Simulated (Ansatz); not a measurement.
AgRh (P-6m2); total moment held at 0.11 μB.

```
Ag Rh
1.0
     2.77759    0.00000    0.00000
    -1.38879    2.40546    0.00000
     0.00000    0.00000    4.80860
Ag Rh
1 1
Direct
  0.00000 0.00000 0.50000
  0.66667 0.33333 0.00000
```

Geometry: a structure from the Materials Project; nothing is relaxed.

Settings: PBE, 14×14×7 k mesh, Fermi–Dirac smearing of 0.05 eV. LAPW is all-electron LAPW in Ansatz 0.2.0. Site moments are integrated in spheres about the atoms. Start moments (μB): Rh2 0.11.

Iteration by iteration:

```csv
iteration,Harris–Foulkes energy less the last (meV),density residual (eV),M (μB),∫|m| (μB)
1,-715.877,6.4e-01,0.1100,0.1115
2,-92.052,1.7e-01,0.1100,0.1138
3,-54.970,2.2e-01,0.1100,0.1159
4,-26.303,1.0e-01,0.1100,0.1177
5,-5.047,2.5e-02,0.1100,0.1221
6,-0.189,1.2e-04,0.1100,0.1245
7,0.007,2.2e-05,0.1100,0.1241
8,-0.003,1.2e-05,0.1100,0.1238
9,0.000,4.9e-07,0.1100,0.1237
10,0.000,3.6e-08,0.1100,0.1237
11,0.000,4.3e-09,0.1100,0.1237
```

Site moments (μB): Ag1 0.00, Rh2 0.11. Cell moment 0.11 μB.

The Ansatz runs typed with the search for lower states off end where their start leads. None of this fixes the real material's magnetic order: only patterns that fit the cell were computed, at zero temperature, with a functional that can overstate moments.
